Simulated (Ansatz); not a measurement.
A comparison from first-principles data. A storage capacitor needs a fixed capacitance, and at a given film thickness the permittivity sets the area; how thin a film may be depends on its barriers, which grow with the gap.

The reference row is sapphire. Film 6 nm, capacitance 8 fF, 0.5 V across it, a pillar 20 nm in diameter (0.0628 μm around).

Levels of theory (Ansatz, a plane-wave PAW program): ε₀: PBE, linear response, mean over directions (which differ by under 30 %); gap: HSE06, on its own or a semilocal cell; the largest Born charge: PBE, a third of the trace, mean by element. The HSE06 gaps are on its own cell throughout.

Runs started from generated or typed cells of the structure named: La2O3 (for some of its values); ZnS. Spin–orbit coupling is left out unless named; it moves the gap of SrCl2, CdF2, La2O3 by under 0.05 eV.

Model: C/A = 8.854 ε₀/t; height = C/(C/A)/perimeter; equivalent oxide thickness = 3.9 t/ε₀; charge = (C/A) × V, with 1 fF·V/μm² = 0.1 μC/cm².

| crystal | ε₀ (static) | E_g (eV) | largest Born charge (e) | capacitance (fF/μm²) | pillar height (μm) | EOT (nm) | charge (μC/cm²) |
|---|---|---|---|---|---|---|---|
| 4H-SiC | 10.6 | 3.15 | 2.7 | 15.64 | 8.1 | 2.21 | 0.78 |
| sapphire (α-Al2O3), reference | 11.0 | 8.16 | 3.0 | 16.23 | 7.8 | 2.13 | 0.81 |
| SrCl2 (fluorite) | 8.55 | 6.57 | 2.5 | 12.62 | 10 | 2.74 | 0.63 |
| CdF2 (fluorite) | 9.81 | 5.14 | 2.5 | 14.48 | 13 | 2.39 | 0.72 |
| La2O3 (P-3m1) | 30.8 | 5.28 | 4.1 | 45.45 | 2.8 | 0.76 | 2.3 |
| ZnS (wurtzite) | 9.24 | 3.35 | 2.0 | 13.64 | 9.3 | 2.53 | 0.68 |

### Question
One entry in the column «pillar height (μm)» was worked out wrongly. Which, and what should it be?

### Answer
The row of CdF2 shows 13. From its own inputs, pillar height: 8/14.48/0.0628 = 8.8 μm. The other rows agree with the rules.

With the correction: In order of pillar height, lowest first: La2O3 (2.8 ± 0.38), sapphire (7.8 ± 1.1) ≈ 4H-SiC (8.1 ± 1.1) ≈ CdF2 (8.8 ± 1.2) ≈ ZnS (9.3 ± 1.3) ≈ SrCl2 (10 ± 1.4). The ± follows from allowances picked for this note (ε₀ 12 %, 6 % for the model), carried to first order and added in quadrature; ≈ joins neighbours closer than their two ± added in quadrature. On this figure 1 of 5 candidates do clearly better than the reference.

ε₀ near a polar instability depends steeply on volume, functional and temperature; interfacial dead layers lower it in films, and curvature is ignored. HSE06 gaps come from coarse meshes and special points. Where several phases of a formula are at hand, those over 0.1 eV/atom above the lowest were not drawn (by r²SCAN where it compared them, else by the largest value; a layered or molecular lowest phase counts only with a dispersion term); other phases could lie lower still. Crystals of Pb, Bi, Tl or Hg, those whose gap spin–orbit coupling moves by over 0.3 eV, and those of Te, I or Sb with no such test at hand were not drawn. Rows are perfect crystals in the structures named, stable or not; films, defects and interfaces will differ. The rows are a sample and no shortlist: familiar crystals first, some related and some not, whatever their agreement with measurement; tables with many equal figures were not kept. Limits of the draw: gap over 2.8 eV, ε₀ of 8 to 250, no mode under 5 cm⁻¹; for ε, a gap over 0.5 eV at its level, values under 300, no layered crystals; no unfamiliar magnets, and cubic perovskites only if shown or known to be stable. As a rule kept out of such tables: 4f compounds, open-shell compounds run without a Hubbard term, cells found unstable in the tests at hand, cells close to a higher symmetry, and runs set to a pressure or over 12 % in volume from the crystal's fullest run.
